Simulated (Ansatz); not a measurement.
Si3N4:
```
Si3N4
1.0
    0.00000     3.86507     3.86507
    3.86507     0.00000     3.86507
    3.86507     3.86507     0.00000
Si N
6 8
Cartesian
  4.83134   4.83134   4.83134
  4.83134   2.89880   2.89880
  2.89880   4.83134   2.89880
  2.89880   2.89880   4.83134
  1.93254   1.93254   1.93254
  0.00000   0.00000   0.00000
  6.70644   6.70644   6.70644
  6.70644   4.88877   4.88877
  4.88877   6.70644   4.88877
  4.88877   4.88877   6.70644
  2.95623   2.95623   2.95623
  2.95623   4.77391   4.77391
  4.77391   2.95623   4.77391
  4.77391   4.77391   2.95623
```

This is the r²SCAN-relaxed structure.

**Question.** All from the program Ansatz at the r²SCAN level (PAW), unless another level is named. Predict the Debye temperature from the elastic constants.

**Answer.** 1340 K.

**Question.** Predict the vibrational entropy at 300 K.

**Answer.** 7.3 J/(K·mol of atoms).

**Question.** And the elastic constants (relaxed ions, GPa)?

**Answer.** C11 = 565, C12 = 200, C44 = 359.

Space group Fd-3m. Symmetry was held in the r²SCAN relaxation; phonons on a q-mesh show no instability.

Potentials: the later of the program's two PAW sets.
